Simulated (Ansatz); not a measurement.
**Notes on MgH$_{4}$Cl$_{2}$O$_{2}$**

```yaml
crystal:
  lattice:
    - [3.69475, 4.26464, 0.00000]
    - [3.69475, -4.26464, 0.00000]
    - [0.54182, 0.00000, -3.59113]
  atoms:
    - { symbol: Mg, position: [0.00000, 0.00000, 0.00000] }
    - { symbol: Cl, position: [0.23723, 0.23723, 0.44120] }
    - { symbol: Cl, position: [0.76277, 0.76277, 0.55880] }
    - { symbol: O, position: [0.23420, 0.76580, 0.00000] }
    - { symbol: O, position: [0.76580, 0.23420, 0.00000] }
    - { symbol: H, position: [0.40955, 0.80195, 0.97700] }
    - { symbol: H, position: [0.19805, 0.59045, 0.02300] }
    - { symbol: H, position: [0.59045, 0.19805, 0.02300] }
    - { symbol: H, position: [0.80195, 0.40955, 0.97700] }
```

Single point in Ansatz 0.2.0 with r2SCAN, no spin polarisation. Cutoff 500 eV, PAW datasets, 5×5×7 Γ-centred k mesh, fermi-dirac filling (width 0.1 eV).

(1) Is it stable against the elements?

(2) Metal or insulator? Give the gap.

(3) How is the charge shared?

(4) Which orbitals make up the band edges?

(5) What does the stress say?

(6) Which atom feels the largest force, and which way?

Origin: a database entry at a rescaled volume.

## Answers

(1) -1.42 eV an atom against the elements' usual phases (free molecules for gases, crystals otherwise, with no correction for O₂ or N₂), so it is bound against them; other compounds may still compete. Relaxing would lower it.

(2) The gap is 5.37 eV, indirect (the least direct gap found is 5.64 eV). A semilocal functional usually gives too small a gap.

(3) Bader charges in e: Mg +1.76, H +0.62, Cl -0.84, O -1.27. In the mean Mg gives up most and O takes most.

(4) Within 0.7 eV of the edges, the states project mainly on Cl p (89 %) below the gap and on H s (41 %), Mg s (22 %) and O s (15 %) above it.

(5) The pressure is 0.4 GPa (compression positive), so with the atoms held at these fractions the cell is close to zero pressure. The principal stresses -1.6, 1.4, 1.5 GPa differ, so its shape would change too.

(6) The largest is on O4 (and as large on other atoms): 0.67 eV/Å, components (0.00, 0.67, 0.00). It makes 52° with the line to a nearest neighbour, H6 at 0.97 Å.
